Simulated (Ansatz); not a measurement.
K$_{2}$S:
```cif
data_K2S
_chemical_formula_sum 'K2 S1'
_space_group_name_H-M_alt 'P 1'
_space_group_IT_number 1
_cell_length_a 5.27651
_cell_length_b 5.27651
_cell_length_c 5.27651
_cell_angle_alpha 60.000
_cell_angle_beta 60.000
_cell_angle_gamma 60.000
loop_
_space_group_symop_operation_xyz
  'x, y, z'
loop_
_atom_site_label
_atom_site_type_symbol
_atom_site_fract_x
_atom_site_fract_y
_atom_site_fract_z
_atom_site_occupancy
K1 K 0.25000 0.25000 0.25000 1
K2 K 0.75000 0.75000 0.75000 1
S1 S 0.00000 0.00000 0.00000 1
```

Relaxed with PBE. Plane-wave PAW PBE (Ansatz code) gives a gap of 2.32 eV.

What gap does HSE06 give on the same cell (Ansatz, PAW)?

3.24 eV, 0.92 eV more. The hybrid was solved on a coarser mesh and at special points; its gap is the smallest among all of these.

```json
[
 {"k": "Γ", "v1 PBE": "-0.18", "c1 PBE": "2.32", "v1 HSE06": "-0.17", "c1 HSE06": "3.24"},
 {"k": "X", "v1 PBE": "0.00", "c1 PBE": "3.50", "v1 HSE06": "…", "c1 HSE06": "…"},
 {"k": "L", "v1 PBE": "-0.06", "c1 PBE": "4.67", "v1 HSE06": "…", "c1 HSE06": "…"},
 {"k": "W", "v1 PBE": "-0.02", "c1 PBE": "3.71", "v1 HSE06": "…", "c1 HSE06": "…"},
 {"k": "K", "v1 PBE": "-0.01", "c1 PBE": "3.73", "v1 HSE06": "…", "c1 HSE06": "…"}
]
```

Top valence (v1) and lowest conduction level (c1) in eV from each method's valence maximum (which need not be a listed point): supply the withheld HSE06 values.


- L, v1 HSE06: -0.05
- L, c1 HSE06: 5.67
- K, v1 HSE06: -0.01
- K, c1 HSE06: 4.67
- W, v1 HSE06: -0.02
- W, c1 HSE06: 4.66
- X, v1 HSE06: 0.00
- X, c1 HSE06: 4.43

Cost on shared cores: the PBE run (SCF on a 7×7×7 mesh, then bands and DOS) very roughly 15 core-seconds, the HSE06 run (SCF on 5×5×5, then a few points) around 3 core-minutes (rough); the tasks are unlike.

Space group Fm-3m (anti-fluorite). The PBE relaxation kept the symmetry of its start; phonons on a q-mesh show no instability.

Potentials: the later of the program's two PAW sets.
